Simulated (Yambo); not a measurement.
G0W0@LDA for BaZnBO₃F (space group P-6, No. 174) in Yambo. Reference settings: 3×3×4 Γ-centred k mesh, bands 5 to 153 and a 7 Ry block in the screening, 153 bands in G with the Bruneval-Gonze terminator, plasmon pole fitted at 27.2 eV. The LDA gap K → Γ on this mesh is 3.44 eV; G0W0 gaps are taken between the same points.

The settings were changed. The gap went from 5.70 eV to 5.97 eV, and the shift of the valence edge from -1.20 eV to -1.08 eV.

Q: Name the change that produced these shifts.
A. 66 bands in W, 66 bands in G
B. 66 bands in G
C. 6 Ry block
D. no random integration

A: A, 66 bands in W, 66 bands in G. The others gave (gap, valence shift): 66 bands in G: 5.74, -1.18 eV; 6 Ry block: 5.69, -1.19 eV; no random integration: 5.63, -1.01 eV.

Geometry of the Materials Project entry, not relaxed at this level; primitive cell a = b = 5.127 Å, c = 4.364 Å, α = β = 90.00°, γ = 120.00°.

A shift is the quasiparticle energy of the state minus its LDA energy.
